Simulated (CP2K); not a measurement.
**GaF: changing the dispersion correction**

The cell as given:

It takes space group F-43m (No. 216, cubic). The conventional cell has a = 5.692 Å, b = 5.692 Å, c = 5.692 Å, α = 90.00°, β = 90.00°, γ = 90.00°. Around Ga (site symmetry -43m) lie 4 F at 2.46 Å. F (site symmetry -43m) has 4 Ga at 2.46 Å as nearest neighbours.

The cell comes from a database or a generator and needn't be the stable form of this composition.

Kept alike: task relaxation of cell and atoms; functional PBE; k mesh 6 × 6 × 6; occupations fermi-dirac, width 0.05 eV; no spin polarisation. Program: CP2K, POTENTIAL_UZH Ga GTH-PBE-q13, F GTH-PBE-q7; DZVP-MOLOPT-PBE-GTH basis. The mesh is that of the run's cell of 2 atoms. No spin-orbit coupling.

| dispersion correction | band gap (eV) | volume (Å³/atom) |
| --- | --- | --- |
| D2 | 2.038 | 21.666 |
| D3(zero) | 2.485 | 24.221 |
| D3(BJ) | 2.477 | 24.165 |
| D4 | 2.154 | 22.252 |
| none | 2.313 | 23.133 |

Gaps hold for each row's own relaxed cell. The relaxations keep at least the cell's symmetry (F-43m). Relaxations stop with a little pressure left, so the last digits of a volume or edge aren't settled. A gap read on the mesh alone can miss an edge between its points.

What does the dispersion correction change here?

The band gap runs from 2.038 (D2) to 2.485 eV (D3(zero)). The volume runs from 21.666 (D2) to 24.221 Å³/atom (D3(zero)). Against no correction: D2 -6.3 %; D3(zero) +4.7 %; D3(BJ) +4.5 %; D4 -3.8 %. A larger cell runs against the usual contraction; coefficients that follow the coordination can push outwards.
